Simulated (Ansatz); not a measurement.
Re2C: pressure against volume

Re2C, P6_3/mmc, a = 2.835 Å, c = 9.821 Å. The structure is a Materials Project entry; whether it is the stable form wasn't checked. Ansatz: PBEsol, PAW, 420 eV, Γ-centred 12×12×4 mesh on 6 atoms, Gaussian smearing 0.10 eV; no spin polarisation. Shape and atoms are relaxed at each volume; pressure is positive in compression.

| V (Å³/atom) | P (GPa) |
| --- | --- |
| 10.708 | ? |
| 11.050 | 13.88 |
| 11.392 | -0.02 |
| 11.733 | -11.82 |
| 12.075 | -21.81 |

Q: Take V0 = 11.392 Å³/atom, count pressures from its P0 = -0.02 GPa, fit the third-order Birch–Murnaghan form to the other rows, and predict the missing pressure.

A: With the Eulerian strain f = ½[(V0/V)^(2/3) − 1] and y = (P − P0)/[3f(1 + 2f)^(5/2)], the form is the line y = B0 + 1.5 B0 (B0′ − 4) f. Rows (f, y): 0.01026, 429.2; -0.00974, 424.2; -0.01904, 420.4. Means f = -0.006173, y = 424.60; Σ(Δf)² = 0.0004483, ΣΔfΔy = 0.1311; the slope is their ratio. y = 426.4 + 292.3 f GPa, so B0 = 426.4 GPa and B0′ = 4 + 2 × (292.3)/(3 × 426.4) = 4.46. At V = 10.708, f = 0.02107, y = 432.56 and P = 30.29 GPa. The run gave 30.27 GPa, so the fit is 0.02 GPa too high, within twice the rms miss on the fitted rows (0.02 GPa). The form still works here, 33 % of the fitted range beyond its end.

Spin–orbit coupling is left out, which can shift energies with elements as heavy as these.